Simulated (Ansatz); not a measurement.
# Cd: enthalpy against pressure

Cd, P6_3/mmc, a = 2.962 Å, c = 5.797 Å. Ansatz: r2SCAN, PAW, 500 eV, Γ-centred 18×18×8 mesh on 2 atoms, Gaussian smearing 0.10 eV; no spin polarisation. Cell and atoms are relaxed at each pressure, and no other structure is tried, so the rows at high pressure may lie past a change of phase. y is the enthalpy over the state at zero pressure; there V0 = 22.020 Å³/atom. The pressures are the targets, met within 0.02 GPa.

```
P (GPa) y (eV/atom)
   -2.0      -0.2815
    0.0       0.0000
    2.0       0.2696
    5.0            ?
   10.0       1.2667
   20.0       2.4008
   40.0       4.4687
```

Fit y = c1 P + c2 P² + c3 P³ to the other rows, say what c1 and c2 mean, and predict the missing value.

Least squares on the rows shown. y = 0.13611 P − 0.0010048 P² + 9.8763×10⁻⁶ P³. Since dH/dP = V, c1 is V0: 0.13611 eV/GPa × 160.2 = 21.805 Å³ against 22.020; c2 = −V0/(2B0) gives B0 = 68 GPa, where a Birch–Murnaghan fit to the volumes of the same runs (not shown) gives 46 GPa: a cubic over this range folds the higher terms into c2. Above P = −c2/(3 c3) = 34 GPa the cubic's slope, the volume, would rise with pressure, so the form fails there. At P = 5.0 the fit asked for gives 0.6567 eV/atom. The run gave 0.6566 eV/atom, so the fit is 0.0001 eV/atom too high, within the rms miss on the fitted rows (0.0030 eV/atom).

The mesh isn't the same in all rows (18×18×8, 18×18×10).